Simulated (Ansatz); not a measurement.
MgS:
```yaml
crystal:
  lattice:
    - [6.80399, 0.00000, 0.00000]
    - [0.00000, 6.80399, 0.00000]
    - [0.00000, 0.00000, 4.06581]
  atoms:
    - { symbol: Mg, position: [0.32636, 0.67364, 0.00000] }
    - { symbol: Mg, position: [0.67364, 0.32636, 0.00000] }
    - { symbol: Mg, position: [0.82636, 0.82636, 0.50000] }
    - { symbol: Mg, position: [0.17364, 0.17364, 0.50000] }
    - { symbol: S, position: [0.31155, 0.31155, 0.00000] }
    - { symbol: S, position: [0.68845, 0.68845, 0.00000] }
    - { symbol: S, position: [0.18845, 0.81155, 0.50000] }
    - { symbol: S, position: [0.81155, 0.18845, 0.50000] }
```

Relaxed with PBEsol.

Question: Give the optical modes at the zone centre with their infrared activity from DFPT, PBEsol (plane waves, PAW; program Ansatz).

Answer: Transverse frequencies, without the LO–TO term; a row sums one degenerate level.

```csv
ω (cm⁻¹),degeneracy,IR ((D/Å)²/amu),activity,symmetry
42,1,0.00,IR-inactive,B1g
78,2,0.00,IR-inactive,Eg
127,1,0.00,IR-inactive,B1u
161,1,0.00,IR-inactive,A2g
163,1,0.00,IR-inactive,A1g
201,2,3.03,IR,Eu
260,1,0.00,IR-inactive,B1g
275,1,0.00,IR-inactive,A2g
314,1,0.00,IR-inactive,B2g
322,2,6.38,IR,Eu
329,2,38.22,IR,Eu
339,1,0.00,IR-inactive,B2g
350,1,0.00,IR-inactive,B1u
350,2,0.00,IR-inactive,Eg
362,1,23.78,IR,A2u
364,1,0.00,IR-inactive,A1g
```

Question: How high does the top mode go among those that the LO–TO term moves?

Answer: 416 cm⁻¹ for q along x, 416 cm⁻¹ for q along y, 446 cm⁻¹ for q along z.

Space group P4_2/mnm. The start of the workflow was typed in or built on a structure type; neither database checked (COD, Materials Project) lists it. COD files the formula under space group No. 225. Its standing as an ambient phase is unchecked. The PBEsol relaxation kept the symmetry of its start; its stability against distortions is not shown here.

Potentials: the earlier of the program's two PAW sets. The files were generated under PBE; for other functionals the program regenerates the frozen cores, and for LDA and PBEsol the local potential too.
